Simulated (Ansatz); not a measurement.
Br:
```
CELL_PARAMETERS angstrom
      7.64731     0.00000     0.00000
     -3.82365     6.62276     0.00000
      0.00000     0.00000     2.54876
ATOMIC_POSITIONS crystal
  Br 0.00000 0.00000 0.00000
  Br 0.33333 0.66667 0.50000
  Br 0.66667 0.33333 0.50000
```

Relaxed with PBE. Special points in fractions of this cell's reciprocal vectors: Γ (0.000, 0.000, 0.000); M (0.500, 0.000, 0.000); K (0.333, 0.333, 0.000); A (0.000, 0.000, 0.500); L (0.500, 0.000, 0.500); H (0.333, 0.333, 0.500).

Q: List the band energies nearest the Fermi level at these points for DFT-PBE in the program Ansatz with PAW potentials.

A: In eV from the Fermi level; about four levels below and three above (degenerate sets whole), none deeper than 8.9 eV; … stands for higher levels left out; points with the same levels are listed once.

| k | below | above |
|---|---|---|
| Γ | -2.77 -2.77 -2.14 -2.14 | 4.31 4.34 4.40 |
| M | -2.69 -2.34 -2.34 -2.30 | 4.32 4.33 4.40 |
| K | -2.84 -2.84 -2.31 -2.28 -2.28 | 4.33 4.33 4.40 |
| A | -0.20 -0.20 -0.01 -0.01 | 0.06 0.06 8.00 8.00 |
| L | -0.23 -0.14 -0.01 0.00 | 0.00 0.10 8.00 |
| H | -0.07 -0.07 -0.01 -0.01 | 0.11 7.76 … |

Space group P6/mmm. The cell is a constructed one: a structure type filled with these elements; neither database checked (COD, Materials Project) lists it. It is not the usual solid phase (space group No. 64). The PBE relaxation kept the symmetry of its start; its stability against distortions is not shown here. The substance is a gas or liquid at ambient conditions. A crystal of weakly bound molecules computed without a dispersion correction: the cell and the soft elastic constants depend strongly on that. With an odd number of electrons in the cell and no spin polarisation, the count alone makes it a metal. Scalar-relativistic: spin–orbit coupling is off unless named, which matters more the heavier the elements.

Potentials: the later of the program's two PAW sets.
